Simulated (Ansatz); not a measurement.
SrAs4Rh6:
```
CELL_PARAMETERS angstrom
      7.24147     0.00000     0.00000
     -3.62073     6.27130     0.00000
      0.00000     0.00000     3.83614
ATOMIC_POSITIONS crystal
  Sr 0.00000 0.00000 0.00000
  As 0.80930 0.19070 0.50000
  As 0.38139 0.19070 0.50000
  As 0.80930 0.61861 0.50000
  Rh 0.53478 0.46522 0.00000
  Rh 0.93043 0.46522 0.00000
  Rh 0.53478 0.06957 0.00000
  As 0.33333 0.66667 0.00000
  Rh 0.20219 0.79781 0.50000
  Rh 0.59563 0.79781 0.50000
  Rh 0.20219 0.40437 0.50000
```

Relaxed with r²SCAN.

**Question.** Give the Bader charges and basin volumes of the independent atoms, r²SCAN in the plane-wave PAW code Ansatz.

**Answer.** 

| atom | Bader charge (e) | Bader volume (Å³) |
|---|---|---|
| Sr1 | +1.36 | 15.9 |
| As2 | -0.13 | 16.2 |
| Rh5 | -0.10 | 15.7 |
| As8 | +0.13 | 13.2 |
| Rh9 | -0.26 | 16.5 |

Space group P-6m2. The workflow started from an entry of the Crystallography Open Database (COD). Its standing as an ambient phase is unchecked. The cell was relaxed with r²SCAN under the symmetry of its start; its stability against distortions is not shown here. No spin polarisation was allowed.

Potentials: the later of the program's two PAW sets.
